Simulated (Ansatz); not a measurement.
LaP (rock salt, Fm-3m), a = 6.073 Å, b = 6.073 Å, c = 6.073 Å, α = 90.00°, β = 90.00°, γ = 90.00°; the cell used has 2 atoms.

Relaxed with r²SCAN. r²SCAN (plane waves, PAW; program Ansatz) gives a gap of 0.11 eV.

Task: What gap does HSE06 give on the same cell (Ansatz, PAW)?

Result: 0.15 eV, 0.05 eV more. The hybrid was solved on a coarser mesh and at special points; its gap is the smallest among all of these.

```json
[
 {"k": "Γ", "v1 r²SCAN": "0.00", "c1 r²SCAN": "1.97", "v1 HSE06": "?", "c1 HSE06": "?"},
 {"k": "X", "v1 r²SCAN": "-0.25", "c1 r²SCAN": "0.11", "v1 HSE06": "-0.38", "c1 HSE06": "0.15"},
 {"k": "L", "v1 r²SCAN": "-1.80", "c1 r²SCAN": "2.77", "v1 HSE06": "?", "c1 HSE06": "?"},
 {"k": "W", "v1 r²SCAN": "-1.09", "c1 r²SCAN": "2.45", "v1 HSE06": "?", "c1 HSE06": "?"},
 {"k": "K", "v1 r²SCAN": "-1.06", "c1 r²SCAN": "1.57", "v1 HSE06": "?", "c1 HSE06": "?"}
]
```

Task: Top valence (v1) and lowest conduction level (c1) in eV from each method's valence maximum (which need not be a listed point): supply the withheld HSE06 values.

Result: 
- K, v1 HSE06: -1.27
- K, c1 HSE06: 1.85
- L, v1 HSE06: -2.08
- L, c1 HSE06: 3.77
- W, v1 HSE06: -1.42
- W, c1 HSE06: 3.07
- Γ, v1 HSE06: 0.00
- Γ, c1 HSE06: 2.18

Cost on shared cores: the r²SCAN run (SCF on a 8×8×8 mesh, then bands and DOS) around 16 core-seconds (rough), the HSE06 run (SCF on 6×6×6, then a few points) about 2.3 core-minutes (a rough figure); the tasks are unlike.

The workflow started from an entry of the Crystallography Open Database (COD). Whether it is the stable phase at ambient conditions was not checked. The cell was relaxed with r²SCAN under the symmetry of its start; its stability against distortions is not shown here. Spin–orbit coupling is left out wherever it is not named.

Potentials: the later of the program's two PAW sets.
